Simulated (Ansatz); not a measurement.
Ansatz (a first-principles code) input:

Ansatz 0.2 input:
```yaml
crystal:
  lattice:
    - [-1.8697994729, 1.8697994729, 4.7300776042]
    - [1.8697994729, -1.8697994729, 4.7300776042]
    - [1.8697994729, 1.8697994729, -4.7300776042]
  atoms:
    - { symbol: Ti, position: [0.0, 0.0, 0.0] }
    - { symbol: Ti, position: [0.75, 0.25, 0.5] }
    - { symbol: O, position: [0.957923024, 0.457923024, 0.5] }
    - { symbol: O, position: [0.207923024, 0.207923024, 0.0] }
    - { symbol: O, position: [0.792076976, 0.792076976, 0.0] }
    - { symbol: O, position: [0.542076976, 0.042076976, 0.5] }
kpoints:
  mp_grid: { grid: [10, 10, 10] }
hamiltonian:
  xc: lda
  pseudopotentials: { azcp: { folder: ./paw }, kind: paw }
scf:
  occupations: { method: fixed }
phonons:
  method: dfpt
  response_accuracy: low
  eigenvectors: true
  rigid_motions: translations
  dielectric: true
  raman: true
```

Output (shortened):

```
zone centre: on kpoints.mp_grid the ground state, and the responses unless they are solved on pairs of k-points, stand on 504 of the mesh's 1000 k-points, …
Pseudopotentials: kind: paw
Pseudopotential: Ti, paw, valence charge 12
Pseudopotential: O, paw, valence charge 6
Functional definition: SPW92
Crystal: 6 atoms, lattice volume = 66.148 Å³
Basis set: ecut = 420 eV, 1283 PW (Γ), exchange–correlation on 80×80×80 points (8 copies of the dense FFT grid, shifted against one another)
Bands: 30, of which v1, the nominal top of the filled ones, is band 24 counted from 1 (23 counted from 0)
Symmetry: 16 space group operations
k-points: 504 of 1000 (irreducible under 1 space group operation, time reversal used)
PAW frozen core: Ti, regenerated for the run's functional, and the local potential with it
PAW frozen core: O, regenerated for the run's functional, and the local potential with it
Initial density: superposition of atomic densities (chi_scale 0.1, normalization cell, long waves kept (reshape's long-wave potential 0.00 eV rms))
Initial wavefunctions: pseudopotential atomic-orbital guess
Eigensolver: davidson
Functional: x = slater, c = lda
all-band conjugate gradients solve this SCF's bands
SCF 1 converged in 10 iterations: F = -7130.487350 eV  dr2 = 1.79e-11
── the response to a field inside a basis, on 10×10×10 k-points: an SCF that follows is theirs, and a resumed run solves both again ──
Crystal: 6 atoms, lattice volume = 66.148 Å³
Bands: 25, of which v1, the nominal top of the filled ones, is band 24 counted from 1 (23 counted from 0)
k-points: 99
Initial density: handed on by an earlier stage of this run
Initial wavefunctions: pseudopotential atomic-orbital guess (no wavefunctions were taken with the density)
Eigensolver: Dense (99 Hₖ)
all-band conjugate gradients don't solve this SCF's bands (scf.eigensolver.kind)
SCF 1 converged in 6 iterations: F = -7130.476889 eV  dr2 = 5.73e-12
SCF converged after 10 iterations
Free energy (F): -7130.487350 eV
Harris-Foulkes:  -7130.487350 eV  (|F-HF|=5.46e-12)
Internal energy: -7130.487350 eV  (E = F + TS)
E sigma→0 (E₀):  -7130.487350 eV
Fermi energy:    7.262898 eV
--- Per-component energies (eV) ---
  E_band       = -450.543700
  E_kinetic    = 1230.866157
  E_local      = -3639.088378  (includes V_loc(G=0)·N_el)
  E_nonlocal   = 340.580488
  E_hartree    = 1395.947547
  E_xc         = -513.545673
  E_vxc        = -654.366366  (∫ρ·V_xc dr)
  E_paw        = -2590.420528  (= ΣΔE_a)
  E_vpaw       = -520.433788  (= ΣTr[D̂ρ^β])
  E_aug_tail   = 0.003027  (compensation charges beyond the density's cutoff)
  E_ewald      = -3355.869577
  E_core_change = 1.039587  (= ΣΔE_core)
  E_smearing   =  0.000000  (= −TS)
  E_closure    =  0.000000  (closes the sum)
  Σ components = -7130.487350   (vs F -7130.487350, Δ=0.00e0)
--- Band table (eV; the first three rows and the last of 504) ---
  k-point 0: bands = ["-48.3333", "-48.2590", "-25.1924", "-24.9191", "-24.9191", "-24.8361", "-24.8361", "-24.7283", "-10.2121", "-9.1389", "-8.9454", "-8.6098", "3.1714", "3.3513", "3.3513", "3.6916", "5.0990", "5.0990", "5.2113", "6.4903", "6.5136", …
  k-point 1: bands = ["-48.3310", "-48.2604", "-25.1911", "-24.9405", "-24.9263", "-24.8482", "-24.8361", "-24.7244", "-10.1060", "-9.0707", "-8.8985", "-8.5744", "3.1318", "3.1443", "3.2292", "3.6960", "4.8886", "5.2089", "5.3252", "6.2552", "6.2696", …
  k-point 2: bands = ["-48.3246", "-48.2646", "-25.1877", "-24.9918", "-24.9443", "-24.8798", "-24.8333", "-24.7213", "-9.8132", "-8.8972", "-8.7704", "-8.4829", "2.7244", "2.9577", "3.0573", "3.7768", "4.4591", "5.0503", "5.1702", "5.5178", "5.6952", …
  k-point 503: bands = ["-48.2963", "-48.2963", "-24.9648", "-24.9648", "-24.9471", "-24.9471", "-24.8076", "-24.8076", "-9.5702", "-9.5702", "-8.9120", "-8.9120", "3.4437", "3.4437", "3.4447", "3.4447", "5.1052", "5.1052", "5.8836", "5.8836", "5.9901", …
  band table: 30 of 30 bands, residual norms ≤ 1.0e-3 eV
--- Phonons (Γ-DFPT): 5 representative perturbations + reference, on 504 of 1000 k-points (Σ response iterations 15) ---
  k mesh reduced under 1 symmetry operation, with k and −k counted as one. Each operation leaves every solved perturbation unchanged …
  ASR residual: 1.589e-4 → 0.000e0 eV/Å²; symmetrization residual: 1.283e-4 eV/Å²
  ASR residual per site (eV/Å²): 1.59e-4 1.59e-4 5.64e-5 5.64e-5 5.64e-5 5.64e-5
  Γ frequencies (cm⁻¹): 0.00 0.00 0.00 150.21 150.21 164.17 164.17 240.53 240.53 348.11 384.05 442.43 442.43 503.13 528.17 551.43 638.35 638.35
  ε∞ (high-frequency dielectric tensor):
        6.873825     0.000000     0.000000
        0.000000     6.873825     0.000000
        0.000000     0.000000     6.270383
  ε⁰ (static dielectric tensor: ions relaxed, cell fixed):
       52.826461     0.000000     0.000000
        0.000000    52.826461     0.000000
        0.000000     0.000000    27.250831
  ε⁰ − ε∞ (ionic part):
       45.952636     0.000000     0.000000
        0.000000    45.952636     0.000000
        0.000000     0.000000    20.980448
  softest optical mode at Γ: 150.21 cm⁻¹; the repairs (sum rule, projections) moved no ω² at Γ by more than (6.34 cm⁻¹)²
  Born effective charges Z* (e; rows j = field, columns β = displacement):
    site 0:
         6.56112    0.00000    0.00000
         0.00000    6.56112    0.00000
         0.00000    0.00000    5.72482
    site 1:
         6.56112    0.00000    0.00000
         0.00000    6.56112    0.00000
         0.00000    0.00000    5.72482
    site 2:
        -5.43379    0.00000    0.00000
         0.00000   -1.12733    0.00000
         0.00000    0.00000   -2.86241
    site 3:
        -1.12733    0.00000    0.00000
         0.00000   -5.43379    0.00000
         0.00000    0.00000   -2.86241
    site 4:
        -5.43379    0.00000    0.00000
         0.00000   -1.12733    0.00000
         0.00000    0.00000   -2.86241
    site 5:
        -1.12733    0.00000    0.00000
         0.00000   -5.43379    0.00000
         0.00000    0.00000   -2.86241
  Z* charge neutrality: 4.824e-3 e pre-enforcement
  solved inside a basis spanned on kpoints, on 10×10×10 k-points transformed towards the longest dipole …
  Raman tensors (in the event stream and the table raman_tensors.tsv) …
  optical modes at Γ without the LO–TO term, one row a degenerate level:
      ω (cm⁻¹)  modes    IR ((D/Å)²/amu)  static Raman (Å⁴/amu)  depolarisation
        150.21      2             0.0000               630.0048           0.750
        164.17      2             0.0000                 6.5622           0.750
        240.53      2           124.7417                 0.0000               —
        348.11      1            78.8520                 0.0000               —
        384.05      1             0.0000               278.0381           0.750
        442.43      2           135.8897                 0.0000               —
        503.13      1             0.0000               133.1933           0.750
        528.17      1             0.0000               415.0065           0.194
        551.43      1             0.0000                 0.0000               —
        638.35      2             0.0000              1471.0067           0.750
  optical modes at Γ + LO–TO along q̂ = [1.0000, 0.0000, 0.0000]:
      ω (cm⁻¹)  modes    IR ((D/Å)²/amu)  static Raman (Å⁴/amu)  depolarisation
        150.21      2             0.0000               630.0048           0.750
        164.17      2             0.0000                 6.5622           0.750
        240.53      1            62.3709                 0.0000               —
        340.96      1             1.5650                 0.0000               —
        348.11      1            78.8520                 0.0000               —
        384.05      1             0.0000               278.0381           0.750
        442.43      1            67.9449                 0.0000               —
        503.13      1             0.0000               133.1933           0.750
        528.17      1             0.0000               415.0065           0.194
        551.43      1             0.0000                 0.0000               —
        638.35      2             0.0000              1471.0067           0.750
        865.23      1           128.7508                 0.0000               —
  optical modes at Γ + LO–TO along q̂ = [0.0000, 1.0000, 0.0000]:
      ω (cm⁻¹)  modes    IR ((D/Å)²/amu)  static Raman (Å⁴/amu)  depolarisation
        150.21      2             0.0000               630.0048           0.750
        164.17      2             0.0000                 6.5622           0.750
        240.53      1            62.3709                 0.0000               —
        340.96      1             1.5650                 0.0000               —
        348.11      1            78.8520                 0.0000               —
        384.05      1             0.0000               278.0381           0.750
        442.43      1            67.9449                 0.0000               —
        503.13      1             0.0000               133.1933           0.750
        528.17      1             0.0000               415.0065           0.194
        551.43      1             0.0000                 0.0000               —
        638.35      2             0.0000              1471.0067           0.750
        865.23      1           128.7508                 0.0000               —
  optical modes at Γ + LO–TO along q̂ = [0.0000, 0.0000, 1.0000]:
      ω (cm⁻¹)  modes    IR ((D/Å)²/amu)  static Raman (Å⁴/amu)  depolarisation
        150.21      2             0.0000               630.0048           0.750
        164.17      2             0.0000                 6.5622           0.750
        240.53      2           124.7417                 0.0000               —
        384.05      1             0.0000               278.0381           0.750
        442.43      2           135.8897                 0.0000               —
        503.13      1             0.0000               133.1933           0.750
        528.17      1             0.0000               415.0065           0.194
        551.43      1             0.0000                 0.0000               —
        638.35      2             0.0000              1471.0067           0.750
        725.71      1            78.8520                 0.0000               —
```

Cost: roughly 22 core-minutes on shared cores.

Space group I4_1/amd (anatase). The cell was relaxed with LDA under the symmetry of its start. No spin polarisation was allowed.

Potentials: the earlier of the program's two PAW sets. The files were generated under PBE; for other functionals the program regenerates the frozen cores, and for LDA and PBEsol the local potential too.

Ansatz is a plane-wave DFT program.
